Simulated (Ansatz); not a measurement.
Ca7SnN6 — N-14 nuclear quadrupole resonance

Cell: a Materials Project structure (computed, not necessarily an observed phase), taken as it stands.

Space group Ibam (No. 72); a = 6.3807, b = 11.8485, c = 12.7763 Å.

```csv
site,Wyckoff,site symmetry,x,y,z
Ca1,8j,..m,0.2157,0.4524,0.5000
Ca5,16k,1,0.3771,0.2776,0.1267
Ca13,4b,222,0.0000,0.5000,0.2500
Sn,4a,222,0.0000,0.0000,0.7500
N17,16k,1,0.2973,0.3855,0.3236
N25,8j,..m,0.1208,0.3483,0.0000
```

One atom of each set is listed; the run and its k-mesh use a cell of 28 atoms with edges of 9.28, 9.28, 9.28 Å.

Method: Kohn–Sham DFT in Ansatz, r2SCAN, plane waves and PAW, scalar-relativistic, 500 eV cutoff, Γ-centred 5×5×5 k-points, Fermi–Dirac smearing 0.02 eV.

N-14: I = 1, Q = 20.44 mb (year-2017 value). Static lattice, zero field.

Sites with a gradient: N17 (8 atoms; 1 Sn at 2.10 Å, 4 Ca at 2.32–2.52 Å; also 1 Ca at 2.87 Å); N25 (4 atoms; 6 Ca at 2.44–2.70 Å).

Task: The simulated spectrum has lines at 0.0408, 0.453, 0.494, 0.567, 1.18, 1.75 MHz. Sort them into the sets that belong together, and say which site each set most likely comes from.

Result: For I = 1 the lines are ν± = (3/4)|C_Q|(1 ± η/3) and ν₀ = |C_Q|η/2. N17: 0.567, 1.18, 1.75 MHz (|C_Q| = 1.95 MHz, η = 0.58). N25: 0.0408, 0.453, 0.494 MHz (|C_Q| = 0.631 MHz, η = 0.13).

The sites follow from the calculation. Like point charges on the first shell alone (each adding as 1/d³) would give the same order.

Without spin–orbit coupling (the program notes it for Sn) the gradients are little affected as a rule: paired runs on crystals with a gap mostly move them by under 2 % at such atoms.
